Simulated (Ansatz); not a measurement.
## BiTe in the zincblende structure

Computed with Ansatz (plane waves, PAW, 500 eV cutoff): r²SCAN, scalar-relativistic, no spin polarisation, Γ-centred 8×8×8 mesh, 0.05 eV Gaussian smearing; PAW files: Ansatz's generated set soft_2.

```xyz
2
Lattice="0.0000 3.5970 3.5970 3.5970 0.0000 3.5970 3.5970 3.5970 0.0000" Properties=species:S:1:pos:R:3 pbc="T T T"
Bi    0.0000    0.0000    0.0000
Te    1.7985    1.7985    1.7985
```

The start was a prototype's sites filled with these elements. The Crystallography Open Database lists the compound in space groups P-3m1, Fm-3m (rock salt), so this is a trial structure.

The cell is relaxed to zero pressure at this level.

Path: Γ–X–U | K–Γ–L–W–X, with Γ = (0.000, 0.000, 0.000), X = (-0.500, -0.500, 0.000), U = (-0.375, -0.375, 0.250), K = (-0.375, 0.000, 0.375), L = (0.000, 0.000, 0.500), W = (-0.500, -0.250, 0.250) in reciprocal vectors of the calculation's cell.

**Question.** Is it a metal or an insulator, and if it has a gap, where are the band edges on this path?

**Answer.** A metal: bands cross the Fermi level.

Levels between -6 and 6 eV from the Fermi level at the path's named points:
```tsv
point	below E_F (eV)	above E_F (eV)
Γ	-3.04 -3.04 -3.04 -0.24 -0.24 -0.24	3.20
X	-4.40 -4.40 -2.02 -1.04	2.85 2.85 4.91 5.76
U and K	-4.78 -4.20 -1.89 -0.04	2.10 2.14 4.31
L	-3.68 -3.68 -3.60	0.75 0.75 2.33 5.03 5.75
W	-4.62 -4.59 -1.40	0.05 1.47 2.11 4.91 5.59
```

The calculation's cell holds 31 valence electrons, an odd number. Without magnetic order each band takes two, so one stays part-filled and the crystal must be a metal.

It ran for 36 s on 2 threads of Arm Neoverse V1 (shared host), peak memory 0.62 GiB.

For elements this heavy, spin–orbit coupling would shift levels and gaps; it isn't included here. Spin polarisation wasn't tried. A displaced or strained copy of the relaxed cell lay 2.1 meV/atom lower, so the structure isn't a true minimum at this level, unless the mesh, which matters in a metal, makes it so.
